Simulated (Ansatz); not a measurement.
# Calculated field gradients at the nuclei for HfSiO4

The cell is a structure deposited in the COD, ions relaxed with PBE at fixed cell.

Space group I4_1/amd:1 (No. 141); a = 6.5725, c = 5.9632 Å.

```
site  Wyckoff  site symmetry       x       y       z
  Hf       4a           -4m2  0.0000  0.5000  0.2500
  Si       4b           -4m2  0.5000  0.0000  0.2500
   O      16h            .m.  0.5000  0.3147  0.8193
```

One atom of each set is listed; the run and its k-mesh use a cell of 12 atoms with edges of 5.52, 5.52, 5.52 Å.

All values are calculated (Ansatz; DFT, r2SCAN, plane waves and PAW, scalar-relativistic, 500 eV cutoff, Γ-centred 5×5×5 k-points, Fermi–Dirac smearing 0.02 eV), not measured.

Conventions: |V_zz| ≥ |V_yy| ≥ |V_xx|, η = (V_xx − V_yy)/V_zz, C_Q = eQV_zz/h.

179Hf: I = 9/2, Q = 3793 mb; ¹⁷O: I = 5/2, Q = -25.58 mb. Q values from Pyykkö, Mol. Phys. 116, 1328 (2018).

```csv
site,atoms,first shell,V_zz (10²¹ V/m²),η,C_Q (MHz)
Hf,2,8 O at 2.11–2.26 Å,14.86,0.00,1363
Si,2,4 O at 1.63 Å,-2.12,0.00,–
O,8,"1 Si at 1.63 Å, 2 Hf at 2.11–2.26 Å",4.75,0.83,-2.94
```

An axis of threefold or higher order runs through Hf and Si, so V_zz lies along it and η is zero.

Si has no stable isotope with a ground-state quadrupole moment in the table, so no C_Q is given.

The largest force is 0.3 eV/Å, so the atoms aren't at the calculated equilibrium and relaxing them would move these values. Without spin–orbit coupling the gradients at and beside Hf can be off by some per cent, at some sites by more.
